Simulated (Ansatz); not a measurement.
Problem. Each is relaxed and computed with the program Ansatz at the r²SCAN level (PAW). Which is the only metal?
A) Cs3FeF6, Fm-3m (Cs on 8c, Cs on 4b, Fe on 4a, F on 24e)
B) BN, Pm-3n (B on 6c, N on 6d)
C) LiMgBN2, I-4m2 (Li on 2d, Mg on 2c, B on 2b, N on 4e)
D) FeB2, P6/mmm (B on 2d, Fe on 1a)

Solution. D, FeB2, P6/mmm (B on 2d, Fe on 1a). FeB2: metal; Cs3FeF6: gap 2.72 eV (indirect); BN: gap 4.76 eV (indirect); LiMgBN2: gap 2.97 eV (indirect). Spin orders computed, not proven ground states: FeB2, P6/mmm (B on 2d, Fe on 1a) ferromagnetic; Cs3FeF6, Fm-3m (Cs on 8c, Cs on 4b, Fe on 4a, F on 24e) ferromagnetic. Typed or built starts, not in the databases checked: BN, Pm-3n (B on 6c, N on 6d). Not the usual ambient phase: BN, Pm-3n (B on 6c, N on 6d). Standing as an ambient phase not checked: FeB2, P6/mmm (B on 2d, Fe on 1a); Cs3FeF6, Fm-3m (Cs on 8c, Cs on 4b, Fe on 4a, F on 24e); LiMgBN2, I-4m2 (Li on 2d, Mg on 2c, B on 2b, N on 4e). Perhaps ordered models of mixed-site phases: LiMgBN2, I-4m2 (Li on 2d, Mg on 2c, B on 2b, N on 4e). All cells were relaxed under the symmetry of their starts (and spin orders); stability against distortions was not tested throughout. No Hubbard U is applied. Spin–orbit coupling is left out wherever it is not named.

Potentials: the later of the program's two PAW sets.
